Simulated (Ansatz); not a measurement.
Input and command of a plane-wave DFT calculation in Ansatz:

```yaml
crystal:
  lattice:
    - [0.0, 3.4875546376, 3.4875546376]
    - [3.4875546376, 0.0, 3.4875546376]
    - [3.4875546376, 3.4875546376, 0.0]
  atoms:
    - { symbol: "Y", position: [0.75, 0.75, 0.75] }
    - { symbol: "Y", position: [0.25, 0.25, 0.25] }
    - { symbol: Cr, position: [0.0, 0.0, 0.0], spin: 3.0 }
    - { symbol: H, position: [0.2457022376, 0.7542977624, 0.2457022376] }
    - { symbol: H, position: [0.2457022376, 0.2457022376, 0.7542977624] }
    - { symbol: H, position: [0.2457022376, 0.7542977624, 0.7542977624] }
basis:
  ecutwfc: 500
kpoints:
  mp_grid: { grid: [4, 4, 4] }
hamiltonian:
  xc: r2scan
scf:
  occupations: { method: gaussian, width: 0.1 }
  lower_state_search: "off"
output:
  forces: true
  stress: true
  eigenvalues: true
  populations: true
magnetization:
  spin_polarized: true
```

```bash
ansatz run input.yaml --threads 2 --pin off --max-ram 5120MiB --backend cpu --events-out ev --progress --plain --runs-dir out
```

Processor: Intel(R) Xeon(R) 6975P-C (Granite Rapids), 2 threads, on a host shared with other jobs.

Problem. How long does it run, and how much memory does it take?

Solution. About 9.1 s on 2 threads of Intel(R) Xeon(R) 6975P-C (Granite Rapids), on a shared host, peak memory 0.59 GiB. It solves 27 bands at 13 k points (the mesh reduced by symmetry) with about 2109 plane waves, in 19 SCF iterations.